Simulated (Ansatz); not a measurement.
SiGe in space group R-3m (No. 166; Ge on 3a, Si on 3b), r²SCAN in the plane-wave PAW code Ansatz, all energies at zero smearing, with the estimated change up to a 700 eV cutoff added, with one set of potentials and settings (totals compare only within such a set). Cell of 2 atoms (1 Ge, 1 Si): -4940.473 eV.

```tsv
element	reference phase	E (eV/atom)
Ge	Fd-3m, 2 atoms in the cell	-4302.9121
Si	Fd-3m, 2 atoms in the cell	-639.0665
```

Formation energy per atom, worked out: (-4940.473 − 1×(-4302.9121) − 1×(-639.0665))/2 = 0.753 eV/atom (73 kJ per mol of atoms), at 0 K, without zero-point energy or fitted corrections.

The start of the workflow was typed in or built on a structure type; neither database checked (COD, Materials Project) lists it. Whether it is the stable phase at ambient conditions was not checked. The r²SCAN relaxation kept the symmetry of its start; its stability against distortions is not shown here. Its formation energy is positive at this level, so the cell may be metastable or incomplete. The references are the lowest solids computed at this level, not always the standard phases.

Potentials: the earlier of the program's two PAW sets.
